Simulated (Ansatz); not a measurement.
**Relaxing a structure of TaAs**

The start is a generated cell, TaAs placed in the AFLOW prototype AB_hR6_160_b_b (B13, as in NiS). Cell shape, volume and atoms are optimised at zero target pressure with r2SCAN (plane waves to 500 eV, PAW, scalar-relativistic; Ansatz, a first-principles code). The first steps use a coarse 7×7×7 k-mesh.

Initial structure:
```
CELL_PARAMETERS angstrom
      5.29792     3.05876     1.15659
     -5.29792     3.05876     1.15659
      0.00000    -6.11751     1.15659
ATOMIC_POSITIONS crystal
  Ta 0.99981 0.99981 0.73638
  Ta 0.99981 0.73638 0.99981
  Ta 0.73638 0.99981 0.99981
  As 0.27120 0.27120 0.60839
  As 0.27120 0.60839 0.27120
  As 0.60839 0.27120 0.27120
```

```yaml
initial_pressure: "+17 GPa (positive: the cell is compressed)"
largest_initial_force: about 1.3 eV/Å, on Ta1, Ta2, Ta3, As4, As5, As6 (atoms numbered as listed)
outcome: The space group stays R3m (No. 160) (the run could not lower it); the end is AFLOW prototype AB_hR6_160_b_b (B13, as in NiS), with 6 atoms in the primitive cell
volume_change: +10.9 %, from 18.74 to 20.79 Å³/atom
Shortest distances (start → end): "The closest pairs of elements (up to four, under 3.6 Å), start → end: As–Ta 2.49 → 2.64 Å; Ta–Ta 2.79 → 2.77 Å; As–As 3.47 → 3.48 Å"
band_gap_at_the_end: no gap (metallic)
optimiser_moves: 9
```

The end point of the relaxation:

Space group R3m, hexagonal axes (No. 160); a = 11.1376 Å, b = 11.1376 Å, c = 3.4833 Å, α = 90.00°, β = 90.00°, γ = 120.00°

```csv
atom,site,symmetry,x,y,z
Ta,9b,.m,0.5006,0.2503,0.2309
As,9b,.m,0.2185,0.4369,0.0647
```
(The calculation used a cell of 6 atoms; values per cell refer to that cell.)

Final values are on a 14×14×14 k-mesh of the relaxed cell. No spin polarisation in the result.

The run could not lose the symmetry of its start, so the end can be a saddle point.

The relaxed structure here is a generated cell of TaAs: the first start was made by placing the elements on the sites of a structure type, and the end was not matched to a known phase here, so it may be hypothetical. Known forms of TaAs include space group No. 109.
